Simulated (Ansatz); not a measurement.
Starting structure of a cell relaxation (symmetry kept):

```
Os
1.0
     2.75279    0.00000    0.00000
    -1.37640    2.38399    0.00000
     0.00000    0.00000    4.35086
Os
2
Direct
  0.33333 0.66667 0.25000
  0.66667 0.33333 0.75000
```

Theory: DFT PBE+D3(BJ), scalar-relativistic, plane waves, PAW in Ansatz 0.2.0.

Cutoff 420 eV; k points 18×18×10 on the computed 2-atom cell (Γ-centred); Gaussian smearing, width 0.10 eV; no spin polarisation.

Q: What does it relax to?

A: The volume drops by 0.26 Å³/atom to 14.01 Å³/atom, and the energy falls by 6.2 meV/atom. Final structure:
```cif
data_structure
_symmetry_space_group_name_H-M 'P6_3/mmc'
_symmetry_Int_Tables_number 194
_cell_length_a 2.7349
_cell_length_b 2.7349
_cell_length_c 4.3266
_cell_angle_alpha 90.000
_cell_angle_beta 90.000
_cell_angle_gamma 120.000
_cell_volume 28.03
loop_
_atom_site_label
_atom_site_type_symbol
_atom_site_symmetry_multiplicity
_atom_site_Wyckoff_symbol
_atom_site_fract_x
_atom_site_fract_y
_atom_site_fract_z
_atom_site_occupancy
Os1 Os 2 c 0.33333 0.66667 0.25000 1
```

Spin–orbit coupling is left out, which can shift energies with elements as heavy as these.

Cost: 1 run of about 0.43 core-minutes, on Arm Neoverse V2 (shared hosts).